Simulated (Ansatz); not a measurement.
ZnCdSe$_{2}$:
```yaml
crystal:
  lattice:
    - [4.07189, 0.00000, 0.00000]
    - [-2.03594, 3.52636, 0.00000]
    - [0.00000, 0.00000, 6.75486]
  atoms:
    - { symbol: Zn, position: [0.00000, 0.00000, 0.00135] }
    - { symbol: Cd, position: [0.66667, 0.33333, 0.49279] }
    - { symbol: Se, position: [0.66667, 0.33333, 0.10927] }
    - { symbol: Se, position: [0.00000, 0.00000, 0.64459] }
```

Relaxed with LDA. Special points in fractions of this cell's reciprocal vectors: Γ (0.000, 0.000, 0.000); M (0.500, 0.000, 0.000); K (0.333, 0.333, 0.000); A (0.000, 0.000, 0.500); L (0.500, 0.000, 0.500); H (0.333, 0.333, 0.500).

### Question
List the band energies nearest the valence-band maximum at these points for the program Ansatz at the LDA level (PAW).

### Answer
In eV from the valence-band maximum; about four levels below and three above (degenerate sets whole), none deeper than 8.9 eV; points with the same levels are listed once.

```json
[
 {"k": "Γ", "below": "-1.08 -1.08 -0.30 0.00 0.00", "above": "0.61 2.19 5.51 5.51"},
 {"k": "M", "below": "-3.32 -2.34 -1.83 -0.87", "above": "2.77 3.32 4.46"},
 {"k": "K", "below": "-3.81 -2.47 -2.36 -2.06", "above": "3.56 4.94 5.09"},
 {"k": "A", "below": "-0.86 -0.86 -0.28 -0.28", "above": "1.98 2.83 5.10"},
 {"k": "L", "below": "-1.97 -1.87 -1.70 -1.35", "above": "2.41 2.74 4.17"},
 {"k": "H", "below": "-3.32 -2.76 -1.55 -1.41", "above": "3.42 3.57 5.24"}
]
```

Space group P3m1. The workflow started from a Materials Project entry (that database holds measured and hypothetical structures alike); the Crystallography Open Database copy checked does not list it. Whether it is the stable phase at ambient conditions was not checked. The cell was relaxed with LDA under the symmetry of its start; of distortions, only those at the zone centre were tested. Spin–orbit coupling is left out wherever it is not named.

Potentials: the later of the program's two PAW sets.
